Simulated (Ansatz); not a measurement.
Notes on LiH4BrO2

```
Br Li O H
1.0
     5.34336    0.00000    0.00000
     2.66758    5.87166    0.00000
     0.89391    2.73750    5.78071
Br Li O H
2 2 4 8
Cartesian
  1.8989 1.3550 1.3482
  7.0059 7.2541 4.4325
  3.0912 3.5417 2.7921
  5.8136 5.0675 2.9886
  7.4471 5.0249 1.7059
  1.4577 3.5843 4.0748
  4.8188 3.6202 1.6845
  4.0860 4.9889 4.0962
  7.8123 5.9247 1.8213
  1.0925 2.6845 3.9594
  5.5792 3.0081 1.7429
  3.3257 5.6011 4.0378
  4.9026 4.0352 0.8030
  4.0022 4.5740 4.9777
  7.3607 4.9248 0.7369
  1.5441 3.6844 5.0438
```

Method: PBE, no spin polarisation; PAW, plane waves to 420 eV, 4×4×3 (shifted by 0.5, 0.5, 0.5 steps) mesh, cold occupations (width 0.0389 eV) (Ansatz 0.2.0), atoms fixed.

- Forces: The largest is on H11 (and as large on other atoms): 0.57 eV/Å, components (0.08, -0.48, -0.30). It makes 127° with the line to a nearest neighbour, O7 at 0.98 Å.
- Charges: Bader charges in e: Li +0.91, H +0.58, Br -0.75, O -1.24. In the mean Li gives up most and O takes most.
- Electronic structure: The gap on the k mesh is 4.60 eV; the mesh may miss the band edges, so the true gap of this level can be smaller.
- Band edges: Within 0.7 eV of the edges, the states project mainly on Br p (90 %) below the gap and on H s (35 %), Li s (23 %) and O s (15 %) above it.

Origin: a database entry at a rescaled volume. Caveats: an odd or shifted mesh can miss the band edges, so this level's true gap may be smaller.
